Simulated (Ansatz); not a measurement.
SiO2 (alpha-quartz type, space group P3_121)

```
CELL_PARAMETERS angstrom
      5.02210     0.00000     0.00000
     -2.51105     4.34927     0.00000
      0.00000     0.00000     5.51028
ATOMIC_POSITIONS crystal
  Si 0.47672 0.00000 0.33333
  Si 0.00000 0.47672 0.66667
  Si 0.52328 0.52328 0.00000
  O  0.41453 0.25539 0.20512
  O  0.74461 0.15915 0.53845
  O  0.84085 0.58547 0.87179
  O  0.15915 0.74461 0.46155
  O  0.25539 0.41453 0.79488
  O  0.58547 0.84085 0.12821
```

A phonon eigenvector at Γ is frozen into this cell: atom i moves by Q times the vector below, so Q is the largest atomic displacement, in Å. The cell is held. It is one choice among 2 degenerate patterns.

```json
[
 {"atom": "Si1", "x": "0.000", "y": "-0.588", "z": "-0.121"},
 {"atom": "Si2", "x": "-0.117", "y": "-0.386", "z": "0.060"},
 {"atom": "Si3", "x": "0.117", "y": "-0.386", "z": "0.060"},
 {"atom": "O4", "x": "-0.356", "y": "0.668", "z": "-0.615"},
 {"atom": "O5", "x": "0.487", "y": "0.614", "z": "0.621"},
 {"atom": "O6", "x": "0.019", "y": "-0.089", "z": "-0.006"},
 {"atom": "O7", "x": "0.356", "y": "0.668", "z": "-0.615"},
 {"atom": "O8", "x": "-0.019", "y": "-0.089", "z": "-0.006"},
 {"atom": "O9", "x": "-0.487", "y": "0.614", "z": "0.621"}
]
```

Calculation: PBE (plane waves to 420 eV, PAW, scalar-relativistic; Ansatz, a first-principles code). k mesh 8×8×6 (Γ-centred), Fermi-Dirac smearing 0.05 eV. E stands for the smeared free energy. SiO2 was relaxed with its symmetry unable to fall. The zero of ΔE is the undisplaced structure.

```
Q (Å)   ΔE (meV/cell)
------  -------------
-0.180           5975
-0.120           2459
-0.060            586
0.000               0
0.060             586
0.120            2459
0.180            5975
```

Task: Which DFPT wavenumber at Γ belongs to this mode?
A. 1029 cm⁻¹
B. 339 cm⁻¹
C. 114 cm⁻¹
D. 660 cm⁻¹

Result: A, 1029 cm⁻¹. The curvature of the scan gives 1029 cm⁻¹

(For displaced atoms, the force is minus the slope of the energy, and its curvature is a force constant, which sets phonon frequencies.)
